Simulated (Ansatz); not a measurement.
## Slab of fcc Ag (110), 4 layers

The slab is cut from the fcc crystal, the stable phase, as relaxed on PAW files (16.66 Å³/atom), with 16 Å of vacuum and a dipole correction:

```
Ag
1.0
     2.86695    0.00000    0.00000
     0.00000    4.05448    0.00000
     0.00000    0.00000   20.30040
Ag
4
Cartesian
  0.7167 1.0136 8.0000
  2.1502 3.0409 9.4335
  0.7167 1.0136 10.8669
  2.1502 3.0409 12.3004
```

Level of theory: DFT with PBEsol, scalar-relativistic, in Ansatz 0.2.0; a Γ-centred 14×10×1 k mesh, Fermi–Dirac smearing of 0.05 eV, no spin polarisation. LAPW: all electrons, basis error target 1 meV/atom; PAW: frozen-core files, cutoff 420 eV.

The bulk energy comes from a cell in the slab's orientation on a 14×10×14 mesh. The surface energy is (E(slab) − N·E(bulk))/2A at zero smearing, the mean of both faces; thin slabs carry quantum-size effects.

The PAW files were made under PBE.

As cut, the LAPW slab lies 1.803 eV above 4 atoms of bulk. What surface energy is that?

Over two faces of 11.62 Å² it is 77.6 meV/Å², and times 16.02 J/m² per eV/Å² that gives γ = 1.243 J/m².

```tsv
method	γ as cut (J/m²)	γ relaxed (J/m²)	Φ as cut (eV)	Φ relaxed (eV)
LAPW	1.243	?	4.28	4.26
```

Give the missing entry: row "LAPW", column "γ relaxed (J/m²)".

1.204.

How do the spacings between the planes relax?

From the bottom face up: d12 -11.4 % of 1.433 Å, d23 +8.7 % of 1.433 Å, d34 -11.4 % of 1.433 Å.

What changes if relativity is switched off, at the same positions?

LAPW then gives: no gap, work function 4.04 eV.

What changes if the vacuum is set to 13 Å?

LAPW then gives: no gap, work function 4.26 eV; PAW: no gap, work function 4.26 eV.

A 3d core hole is made on one atom of each kind in every 1×1 cell (PAW hole dataset, neutral cell, valence without spin). What does it cost by layer?

layer 1 367.85 eV, layer 2 368.01 eV. Shifts between layers mean more than the absolute values, and a whole layer of holes screens otherwise than one hole.
